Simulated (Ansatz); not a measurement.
Relaxed-ion elastic tensor of Bi2Te3 (La2O3 or Ni2Al3 type, P-3m1) in GPa (Voigt order), PBEsol (plane waves, PAW; program Ansatz); density 7.68 g/cm³, 34.63 Å³ per atom.

|  | 1 | 2 | 3 | 4 | 5 | 6 |
|---|---|---|---|---|---|---|
| 1 | 57.1 | 19.9 | 15.7 | -0.6 | 0.0 | 0.0 |
| 2 | 19.9 | 57.1 | 15.7 | 0.6 | 0.0 | 0.0 |
| 3 | 15.7 | 15.7 | 34.7 | 0.0 | 0.0 | 0.0 |
| 4 | -0.6 | 0.6 | 0.0 | 7.5 | 0.0 | 0.0 |
| 5 | 0.0 | 0.0 | 0.0 | 0.0 | 7.5 | -0.6 |
| 6 | 0.0 | 0.0 | 0.0 | 0.0 | -0.6 | 18.6 |

**Question.** Is the crystal mechanically stable?

**Answer.** Yes: the smallest eigenvalue of C is 7.4 GPa.

**Question.** Work out the Voigt, Reuss and Hill averages.

**Answer.** K_V = 27.9, K_R = 26.1, K_H = 27.0; G_V = 13.2, G_R = 11.0, G_H = 12.1 GPa.

**Question.** Give Young's modulus, Poisson's ratio, Pugh's ratio and the universal anisotropy index.

**Answer.** E = 9KG/(3K + G) = 31.6 GPa; ν = 0.30; K/G = 2.23 (ductile by the Pugh limit of 1.75); A_U = 5G_V/G_R + K_V/K_R − 6 = 1.06.

**Question.** Estimate the sound speeds and the Debye temperature.

**Answer.** v_l = √((K + 4G/3)/ρ) = 2370 m/s, v_t = √(G/ρ) = 1260 m/s, mean 1400 m/s; Θ = (h/k)(3n/4πV)^(1/3) v_m = 128 K.

**Question.** How much does each axis shrink under pressure?

**Answer.** Linear compressibilities β_i = Σ_j S_ij (j = 1 to 3): x 8.7, y 8.7, z 21 per TPa.

A made-up cell: these elements were put on the sites of a structure type; neither database checked (COD, Materials Project) lists it. It is not the phase usual at ambient conditions (space group No. 166). The cell was relaxed with PBEsol under the symmetry of its start; of distortions, only those at the zone centre were tested. Spin–orbit coupling is left out wherever it is not named.

Potentials: the later of the program's two PAW sets.
